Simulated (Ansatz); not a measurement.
Trial structure of AlAs5, not yet relaxed:

```
Al As
1.0
     5.65274    0.00000    0.00000
     0.00000    5.65274    0.00000
     0.00000    0.00000    4.70549
Al As
1 5
Direct
  0.50000 0.50000 0.50000
  0.26195 0.00000 0.50000
  0.73805 0.00000 0.50000
  0.00000 0.26195 0.50000
  0.00000 0.73805 0.50000
  0.00000 0.00000 0.00000
```

Level of theory: DFT PBE, scalar-relativistic, plane waves, PAW in Ansatz. Plane waves to 420 eV, a k mesh through Γ of 4×4×4 on the computed 6-atom cell and Gaussian smearing (0.10 eV); no spin polarisation.

The zero of energy is the elements' standard structures at the same level; no fitted shifts are applied.

Question: How far from equilibrium is it?

Answer: The pressure is 26.8 GPa (the mean over three directions, positive in compression), the largest force is 8.99 eV/Å, and the energy is +1.51 eV/atom against the elements. The shortest distance is 2.09 Å.

Question: How much does it gain on relaxing, and where does it end?

Answer: Relaxing gains about 0.88 eV/atom (the start's value is from the coarse mesh, so the gain is rough) in 24 ionic steps and ends at +0.63 eV/atom on the finer mesh. The symmetry stays P4/mmm (No. 123). The volume per atom grows by 6.7 %, from 25.1 to 26.7 Å³. The shortest distance goes from 2.09 Å (As–As) to 2.40 Å (As–As). The ratio c/a of the conventional cell changes by a factor of 0.71. Conventional cell: a = 6.462 Å, c = 3.843 Å. Around Al lie 8 As at 3.45 Å and 2 Al at 3.84 Å (long contacts); As on a site of symmetry m2m is surrounded by 1 As at 2.40 Å, 4 As at 2.80–2.87 Å and 2 Al at 3.45 Å; As on a site of symmetry 4/mmm has 8 As at 2.80 Å.

The last run used a 6×6×10 mesh (in the run's order of axes) for its 6-atom cell and Gaussian smearing of 0.10 eV. The reference form of As is held partly by dispersion forces, which this level lacks. The relaxation can't lower the symmetry of the start. A structure relaxed within its symmetry needn't be a true minimum. Another cell of AlAs5 relaxed alike, in I4/mmm, lies 0.38 eV/atom lower, so this cell isn't the stable form at this level.
